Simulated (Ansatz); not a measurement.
Input:

AlV₂C:
```cif
data_C2Al2V4
_chemical_formula_sum 'Al2 V4 C2'
_space_group_name_H-M_alt 'P63/mmc'
_space_group_IT_number 194
_space_group_name_Hall '-P 6c 2c'
_cell_length_a 2.85785
_cell_length_b 2.85785
_cell_length_c 12.89627
_cell_angle_alpha 90.000
_cell_angle_beta 90.000
_cell_angle_gamma 120.000
loop_
_atom_site_label
_atom_site_type_symbol
_atom_site_symmetry_multiplicity
_atom_site_Wyckoff_symbol
_atom_site_fract_x
_atom_site_fract_y
_atom_site_fract_z
_atom_site_occupancy
Al1 Al 2 c 0.33333 0.66667 0.25000 1
V1 V 4 f 0.66667 0.33333 0.08536 1
C1 C 2 a 0.00000 0.00000 0.00000 1
```

This is the LDA-relaxed structure.

Task: All from LDA (plane waves, PAW; program Ansatz), unless another level is named. Predict the electronic character.

Result: metallic (no gap).

Task: Next, the formation energy from the elements (no fitted shifts)?

Result: -56 kJ/mol of atoms.

Task: Next, the density of states at the Fermi level?

Result: 0.59 states/eV per atom (mean over ±0.08 eV).

Space group P6_3/mmc. The LDA relaxation kept the symmetry of its start. No spin polarisation was allowed. The references are the lowest solids computed at this level, not always the standard phases.

Potentials: the later of the program's two PAW sets.
